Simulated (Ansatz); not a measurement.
The calculation used Ansatz, DFT, LDA (PW92), plane waves (420 eV) with PAW, scalar-relativistic. The PAW files were generated under PBE, with cores re-solved for the functional.

An element in the omega (AlB2-type) structure gives this curve. The cell is scaled uniformly from the relaxed one, with fractional coordinates and shape fixed. Energies are extrapolated to zero smearing, pressures are those at the given smearing. Magnetic state: spin not included. Spin polarisation is off; a magnetic state may lie lower.

```json
{"V (Å³/atom)": "9.764", "E − E₀ (meV/atom)": "168.4", "P (GPa)": "45.82"}
{"V (Å³/atom)": "10.208", "E − E₀ (meV/atom)": "68.8", "P (GPa)": "27.32"}
{"V (Å³/atom)": "10.651", "E − E₀ (meV/atom)": "15.5", "P (GPa)": "12.26"}
{"V (Å³/atom)": "11.095", "E − E₀ (meV/atom)": "0.0", "P (GPa)": "0.02"}
{"V (Å³/atom)": "11.539", "E − E₀ (meV/atom)": "15.1", "P (GPa)": "-9.94"}
{"V (Å³/atom)": "11.983", "E − E₀ (meV/atom)": "55.2", "P (GPa)": "-18.03"}
{"V (Å³/atom)": "12.427", "E − E₀ (meV/atom)": "115.5", "P (GPa)": "-24.60"}
```

Task: Which element is it?
A. phosphorus
B. zinc
C. vanadium
D. chromium

Result: D. Its fit is V₀ = 11.08 Å³/atom, B₀ = 277 GPa, B₀′ = 4.1.
